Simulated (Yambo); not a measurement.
Yambo run on BaO (rock salt, space group Fm-3m, No. 225). The wavefunctions are norm-conserving PBEsol (Quantum ESPRESSO, 84 Ry, with spin-orbit coupling) ones on a 4×4×4 mesh (16 occupied bands); a = b = c = 3.8789 Å, α = β = γ = 60.00°.

Yambo input:

```
rim_cut
gw0
dyson
el_el_corr
HF_and_locXC
mpa
em1d
RandQpts= 1000000
RandGvec= 1 Ry
EXXRLvcs= 84 Ry
VXCRLvcs= 336 Ry
Chimod= "HARTREE"
% BndsRnXm
 1 | 196 |
%
NGsBlkXm= 10 Ry
% LongDrXm
 1.0 | 1.0 | 1.0 |
%
EnSampXm= "2l"
EnGridXm= "lP"
% EnRngeXm
 0.0 | 40.0 | eV
%
% ImRngeXm
 2.72114 | 27.21138 | eV
%
% DmRngeXm
 0.02721 | 2.72114 | eV
%
ETStpsXm= 8
IntSolXm= "PT"
% GbndRnge
 1 | 196 |
%
GTermKind= "none"
DysSolver= "n"
ExtendOut
% QPkrange
 7 | 7 | 16 | 17 |
%
```

k points by index: 7 = X.

The o-*.qp file then holds:

```
#    K-point    Band    Eo [eV]    E [eV]    E-Eo [eV]    Vxc [eV]    Vnlxc [eV]    Sc|Eo [eV]    Sc|E [eV]    dSc/dw|Eo [eV]    Re(Z)    Im(Z)
#
    7    16    0.000000    -0.615441    -0.615441    -18.54833    -23.36460    3.988137    4.200828    -9.311858    0.744917    -0.009701
    7    17    1.793701    2.342505    0.548805    -8.897416    -4.546001    -3.691233    -3.802610    -5.533985    0.830988    -0.003100
```
(The two width columns are left out.) Convergence of these settings isn't established.

Geometry relaxed with PBEsol.
